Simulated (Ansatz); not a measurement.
The elements of this relaxed crystal are hidden behind letters.

```
lattice vectors (Å)
   2.5242    1.4574    4.4384
  -2.5242    1.4574    4.4384
   0.0000   -2.9147    4.4384
fractional positions
X 0.1514 0.1514 0.1514
X 0.6046 0.3954 0.0000
X 0.0000 0.6046 0.3954
X 0.8486 0.8486 0.8486
X 0.3954 0.0000 0.6046
Z 0.5000 0.5000 0.5000
```

Theory: DFT PBE, scalar-relativistic, plane waves, PAW (Ansatz 0.2.0). Plane waves to 420 eV, a 12×12×12 mesh through Γ for the 6-atom cell and 0.10 eV Gaussian smearing; no spin polarisation.

| Property | Result |
| --- | --- |
| Space group | R32 (No. 155) |
| Conventional cell | a = 5.048 Å, c = 13.315 Å |
| Volume per atom | 16.33 Å³ |
| Density | 4.53 g/cm³ |
| Formation energy | −0.29 eV/atom |
| Gap on the 12×12×12 mesh of the 6-atom cell | 0 eV (a metal) |

Energies are uncorrected and count from the elements' standard states at the same level.

Question: X is a d-block element of period 4 and Z is a p-block element of period 3. Which elements are they?

Answer: X = Ti, Z = Si, so the formula is Ti5Si. Density times volume gives a mean mass of 4.53 × 16.33/1.6605 = 44.5 u per atom, and this set has 44.6 u. Among the elements that the hints allow, noble gases aside, only these give it. Ti on a site of symmetry 3 is surrounded by 9 Ti at 2.84–2.94 Å and 3 Si at 2.92 Å; Ti on a site of symmetry 2 is surrounded by 8 Ti at 2.68–2.88 Å, 2 Si at 2.71 Å, 2 Ti at 3.46 Å and 2 Ti at 3.66 Å; Si is surrounded by 6 Ti at 2.71 Å and 6 Ti at 2.92 Å.

A later test with randomly moved atoms came back to the same energy, though modes that don't fit the test's cell weren't probed.
